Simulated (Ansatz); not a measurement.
input.yaml (Ansatz)

```yaml
crystal:
  lattice:
    - [-1.5552217449, 1.5552217449, 1.5552217449]
    - [1.5552217449, -1.5552217449, 1.5552217449]
    - [1.5552217449, 1.5552217449, -1.5552217449]
  atoms:
    - { symbol: Pd, position: [0.0, 0.0, 0.0], spin: 0.5 }
hamiltonian:
  xc: r2scan
  pseudopotentials:
    kind: paw
    azcp:
      Pd: "pseudopotentials/Pd.paw.azcp"
basis:
  ecutwfc: 500
  fft_grid_basis: typed
kpoints:
  mp_grid: { grid: [23, 23, 23], shift: [0, 0, 0] }
magnetization:
  spin_polarized: true
scf:
  occupations: { method: fermi_dirac, width: 0.05 }
```

and its output:

```
Engine: ansatz 0.2.0, x86_64-unknown-linux-gnu
Pseudopotentials: kind: paw
Pseudopotential: Pd, paw, valence charge 18, recommended cutoff 500 eV (meta_gga) 
Functional definition: r2SCAN
  parameter k0 = 0.174
  parameter k1 = 0.065
  parameter a1 = 4.9479
  exchange = r2scan_x(k0 = k0, k1 = k1, a1 = a1)
  correlation = r2scan_c
Crystal: 1 atoms, lattice volume = 15.047 Å³
Basis set: ecut = 500 eV, 381 PW (Γ), exchange–correlation on 80×80×80 points (64 copies of the dense FFT grid, shifted against one another)
Bands: 14, of which v1, the nominal top of the filled ones, is band 9 counted from 1 (8 counted from 0)
Symmetry: 48 space group operations
Space group: Im-3m (ITA 229), of the structure as read, at distance tolerance 2.5e-5 Å
Magnetic group: BNS 229.140 (UNI 1642), of the structure as read, at distance tolerance 2.5e-5 Å
k-points: 364 of 12167
Non-local potential: Pd, projectors of the file, l = 0: 2, l = 1: 2, l = 2: 2, l = 3: 1
PAW form: soft (Blöchl's): semilocal exchange-correlation on the pseudo side does not see the compensation charge
PAW frozen core: Pd, regenerated for the run's functional (the file was generated under x = pbe(κ = 0.804, μ = 0.2195149727645171), c = pbe(β = 0.06672455060314922))
PAW one-centre angular grid: Pd, 590 points (default); XC on 160 Gauss nodes
Initial density: superposition of atomic densities (chi_scale 0.1, normalization cell)
Starting moments: Σ|m| = 0.5 μB on 1 of 1 site
Initial wavefunctions: pseudopotential atomic-orbital guess
Functional: x = r2scan, c = r2scan; τ floored in thin density (d = 2e-4 eV/Å³)
SCF iter   1: F=—  HF=-6986.257545 eV  |F-HF|=—  |Δ(HF+E_count)|=         —  Δρ=7.86e-2 (↑7.86e-2 ↓5.19e-2)  dr2=2.44e0  dr2_τ=1.31e-2  dr2_m=4.74e-2  M=0.234 μB ∫|m|=0.247 μB  β_m=0.30  ethr=3.10e-3  ⟨swp⟩=5.9  Hψ=56101  notcnv=0
SCF iter   2: F=—  HF=-6985.653671 eV  |F-HF|=—  |Δ(HF+E_count)|=   6.04e-1  Δρ=2.36e-2 (↑2.36e-2 ↓2.07e-2)  dr2=1.22e-1  dr2_τ=1.17e-2  dr2_m=2.37e-2  M=0.234 μB ∫|m|=0.247 μB  β_m=0.30  ethr=3.10e-3  ⟨swp⟩=2.8  Hψ=24650  notcnv=0  defer=435  κ⁻¹=1.0e0(r=1)
spin-set hold released at iteration 2 (site moments show no strong build): the magnetisation degrees of freedom join the quasi-Newton model from the next iteration; the mixer history was kept
SCF iter   3: F=—  HF=-6985.682798 eV  |F-HF|=—  |Δ(HF+E_count)|=   2.91e-2  Δρ=1.61e-2 (↑1.33e-2 ↓1.61e-2)  dr2=2.63e-2  dr2_τ=1.18e-3  dr2_m=1.46e-2  M=0.217 μB ∫|m|=0.233 μB  β_m=0.81  ethr=6.80e-4  ⟨swp⟩=2.3  Hψ=15117  notcnv=0  defer=435  κ⁻¹=9.7e-3(r=2)
SCF iter   4: F=—  HF=-6985.696593 eV  |F-HF|=—  |Δ(HF+E_count)|=   1.38e-2  Δρ=6.01e-3 (↑4.53e-3 ↓6.01e-3)  dr2=3.06e-3  dr2_τ=1.85e-4  dr2_m=1.63e-3  M=0.173 μB ∫|m|=0.195 μB  β_m=1.20  ethr=1.46e-4  ⟨swp⟩=2.4  Hψ=14135  notcnv=0  defer=435  κ⁻¹=2.9e-3(r=3)
...
SCF iter  14: F=—  HF=-6985.702598 eV  |F-HF|=—  |Δ(HF+E_count)|=   2.34e-7  Δρ=7.54e-6 (↑7.54e-6 ↓4.40e-6)  dr2=1.66e-9  dr2_τ=3.02e-10  dr2_m=4.74e-9  M=-0.001 μB ∫|m|=0.001 μB  β_m=1.20  ethr=9.03e-12  ⟨swp⟩=3.0  Hψ=26353  notcnv=0  κ⁻¹=4.1e-7(r=8)
SCF iter  15: F=—  HF=-6985.702598 eV  |F-HF|=—  |Δ(HF+E_count)|=   3.07e-7  Δρ=1.18e-6 (↑1.18e-6 ↓4.44e-7)  dr2=1.09e-10  dr2_τ=6.39e-12  dr2_m=7.77e-11  M=-0.000 μB ∫|m|=0.000 μB  β_m=1.20  ethr=9.03e-12  ⟨swp⟩=3.0  Hψ=26316  notcnv=0  κ⁻¹=4.4e-7(r=8)
SCF iter  16: F=—  HF=-6985.702598 eV  |F-HF|=—  |Δ(HF+E_count)|=  7.17e-10  Δρ=5.57e-7 (↑5.57e-7 ↓3.03e-7)  dr2=1.35e-11  dr2_τ=1.45e-12  dr2_m=2.22e-11  M=-0.000 μB ∫|m|=0.000 μB  β_m=0.92  ethr=1.00e-12  ⟨swp⟩=2.0  Hψ=19786  notcnv=0  κ⁻¹=8.0e-8(r=8)
SCF iter  17: F=-6985.702598 eV  HF=-6985.702598 eV  |F-HF|=2.73e-12  |Δ(HF+E_count)|=   1.14e-9  Δρ=8.71e-8 (↑8.71e-8 ↓6.96e-8)  dr2=8.38e-13  dr2_τ=7.28e-14  dr2_m=3.11e-13  M=-0.000 μB ∫|m|=0.000 μB  ethr=1.00e-12  ⟨swp⟩=2.9  Hψ=21531  notcnv=0
SCF 1 converged in 17 iterations: F = -6985.702598 eV  dr2 = 8.38e-13
WARN: the starting moments were not kept: the SCF closed with an absolute magnetisation of 6.3e-7 μB, where they sum to 0.5 μB in size (1 site). That is at most 0.1 of that sum. Measured as dr2_m measures the in/out step, that magnetisation stands 3.2e-13 eV from none, at or under the dr2_threshold of 1.0e-7 eV: it is no larger than a step whose dr2_m would equal this threshold. The system may hold no moment; this SCF shows only that its start led to no more than that. To try another start: raise the starting moments (crystal.atoms[].spin, magnetization.per_species, magnetization.initial_magnetization, or on a non-collinear deck that types none of these the spinor_matrix: blocks that start its atoms; where the total moment is fixed, keep their sum and leave initial_magnetization as it is; typed ones take the place of any that the run laid by itself, positive ones on a crystal's lanthanoids without a Hubbard term where scf.initial_density.shell_occupations: [] is typed) or, if the notice of its spin-set hold's release reads "site moments contracting" or "site moments show no strong build", lengthen the hold (scf.mixing.spin_hold: { on: { confirm: 4 } }; for m-r²SCAN on two components see the key's manual first). Each may lead to a state that holds a moment. A second SCF, from the converged charge density, with the starting moments and any scf.initial_density.shell_occupations laid on it anew, would have followed, and was not run: the deck does not ask for one (magnetization.retry_lost_moments is false, the default). To let it run, set magnetization.retry_lost_moments: true and run the deck again, where that key's refused combinations let it; where memory then withholds it, that run's warning says so.
this state was not tested for a lower state beside it, because the mixer in use, unlike msr1, does not test its closes by its own steps (another_mixer; see scf.mixing.algorithm and scf.lower_state_search)
SCF converged after 17 iterations
Magnetization: -0.0000 μB (9.0000 up, 9.0000 down)
Absolute magnetization: 0.0000 μB (∫|ρ↑−ρ↓|, with the PAW one-centre terms)
Spin contamination: 0.0000 ħ² per cell (⟨S²⟩ above its minimum at these occupations)
Per-site moments (μB) at R_I (Å): [(-5.398406797446344e-7, 1.1111607701711235)]
Free energy (F): -6985.702598 eV
Harris-Foulkes:  -6985.702598 eV  (|F-HF|=2.73e-12)
Internal energy: -6985.692655 eV  (E = F + TS)
E sigma→0 (E₀):  -6985.697626 eV
Entropy (-TS):   -0.009943 eV (-9.943 meV/atom)
Fermi energy:    19.081873 eV
--- Per-component energies (eV) ---
  E_band       = -161.946391
  E_kinetic    = 515.485336
  E_local      = -1781.582333  (includes V_loc(G=0)·N_el)
  E_nonlocal   = 217.893444
  E_hartree    = 724.748045
  E_xc         = -160.192799
  E_vxc        = -232.275456  (∫ρ·V_xc dr)
  E_paw        = -3772.272646  (= ΣΔE_a)
  E_vpaw       = -348.025327  (= ΣTr[D̂ρ^β])
  E_aug_tail   = 0.000112  (compensation charges beyond the density's cutoff)
  E_vtau       = 17.061721  (kinetic-family band-sum trace: ∫τ·v_τ [+ j·A + Jᵃ·Aᵃ] dr)
  E_ewald      = -2729.319728
  E_core_change = -0.452087  (= ΣΔE_core)
  E_smearing   = -0.009943  (= −TS)
  E_closure    = 0.000000  (closes the sum)
  Σ components = -6985.702598   (vs F -6985.702598, Δ=0.00e0)
```

Launched by

```sh
ansatz run input.yaml --threads 1 --pin off --max-ram 3584MiB --backend cpu --events-out ev --progress --plain --runs-dir out
```

On 1 thread of Intel(R) Xeon(R) Platinum 8259CL CPU @ 2.50GHz (Skylake/Cascade Lake) (shared host) this took about 43 s of wall time and 42 s of CPU time.
